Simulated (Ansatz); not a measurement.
EuO (rock salt)

```xyz
2
Lattice="0.0000 2.5308 2.5308 2.5308 0.0000 2.5308 2.5308 2.5308 0.0000" Properties=species:S:1:pos:R:3 pbc="T T T"
O      0.0000     0.0000     0.0000
Eu     2.5308     2.5308     2.5308
```

The slice is a {100} plane (indices of the conventional cell) through the point (0.000, 0.000, 0.000) (fractional), spanned by u = [100] and v = [0 1 -1] in vectors of this cell: u (3.58 Å) and v (3.58 Å, at 90° to u). It covers one period; positions are fractions (u, v).

The numbers are results of PBE (plane waves to 420 eV, PAW, scalar-relativistic; Ansatz, a quantum-chemistry and plane-wave program), not measurements. k mesh 16×16×16. Inside the PAW spheres the values are not all-electron values, and peaks at nuclei hang on which shells count as valence. EuO is run spin-polarised and with no Hubbard U. EuO was relaxed with its symmetry unable to fall. Relaxed EuO ends ferromagnetic. The magnetic order is the one the run started from; other orders were not tried. The f-shell state is unchecked: a lower one may exist.

**Question.** What is the ELF at the density minimum of the shortest O–Eu line in this plane (2.53 Å)?

**Answer.** 0.1.

**Question.** What is the valence density on the shortest O–Eu line in this plane (2.53 Å), at its minimum between the atoms?

**Answer.** 0.28 e/Å³.

**Question.** Predict the map of the ELF of the up spins on the slice.

**Answer.** 
```
|xxx997410000014799xx|
|xx99852000000025899x|
|99996200011100026999|
|99863001244421003689|
|87520014677764100257|
|44200147888887410024|
|11001478888888741001|
|000026888xxx88862000|
|00014788xxxxx8874100|
|00014788xxxxx8874100|
|00014788xxxxx8874100|
|000026888xxx88862000|
|11001478888888741001|
|44200147888887410024|
|87520014677764100257|
|99863001244421003689|
|99996200011100026999|
|xx99852000000025899x|
|xxx997410000014799xx|
|xxx998410000014899xx|
```
Scale: ten equal steps from 0.07 (start of '0') to 0.82 (end of '9'), in the order '0123456789'. Values: ELF of the up spins. The map has 20 points along u (one character each, u = 0 at the left) and 20 along v (v = 0 in the bottom row). Points within 0.5 Å of a nucleus are blanked (x), as the pseudised field means little there.
